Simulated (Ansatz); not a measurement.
BN:
```yaml
crystal:
  lattice:
    - [2.50618, 0.00000, 0.00000]
    - [-1.25309, 2.17042, 0.00000]
    - [0.00000, 0.00000, 19.79924]
  atoms:
    - { symbol: B, position: [0.00000, 0.00000, 0.08353] }
    - { symbol: N, position: [0.33333, 0.66667, 0.08364] }
    - { symbol: B, position: [0.33333, 0.66667, 0.25000] }
    - { symbol: N, position: [0.66667, 0.33333, 0.25011] }
    - { symbol: B, position: [0.66667, 0.33333, 0.41632] }
    - { symbol: N, position: [0.00000, 0.00000, 0.41640] }
    - { symbol: B, position: [0.00000, 0.00000, 0.58353] }
    - { symbol: N, position: [0.66667, 0.33333, 0.58364] }
    - { symbol: B, position: [0.66667, 0.33333, 0.75000] }
    - { symbol: N, position: [0.33333, 0.66667, 0.75011] }
    - { symbol: B, position: [0.33333, 0.66667, 0.91632] }
    - { symbol: N, position: [0.00000, 0.00000, 0.91640] }
```

Relaxed with PBE+D3(BJ). Special points in fractions of this cell's reciprocal vectors: Γ (0.000, 0.000, 0.000); M (0.500, 0.000, 0.000); K (0.333, 0.333, 0.000); A (0.000, 0.000, 0.500); L (0.500, 0.000, 0.500); H (0.333, 0.333, 0.500).

Problem. List the band energies nearest the valence-band maximum at these points for plane-wave PAW PBE+D3(BJ) (Ansatz code).

Solution. In eV from the valence-band maximum; about four levels below and three above (degenerate sets whole), none deeper than 8.9 eV; points with the same levels are listed once.

```
k                    below                above
-  -----------------------  -------------------
Γ  -1.33 -1.33 -1.33 -1.33       5.23 6.41 6.45
M  -1.12 -0.86 -0.74 -0.57       4.16 4.43 4.58
K  -0.07 -0.07 -0.05 -0.04  4.58 4.59 4.59 4.59
A  -1.33 -1.33 -1.33 -1.33  5.56 5.56 7.62 7.62
L  -1.00 -1.00 -0.63 -0.63  4.25 4.25 4.82 4.82
H  -0.07 -0.07 -0.04 -0.04  4.58 4.58 4.59 4.59
```

Space group P6_3mc. The start of the workflow was typed in or built on a structure type. Its sites differ from those of the usual phase in this space group: another stacking or structure type. Symmetry was held in the PBE+D3(BJ) relaxation; whether a distortion lowers the energy is not shown.

Potentials: the later of the program's two PAW sets.
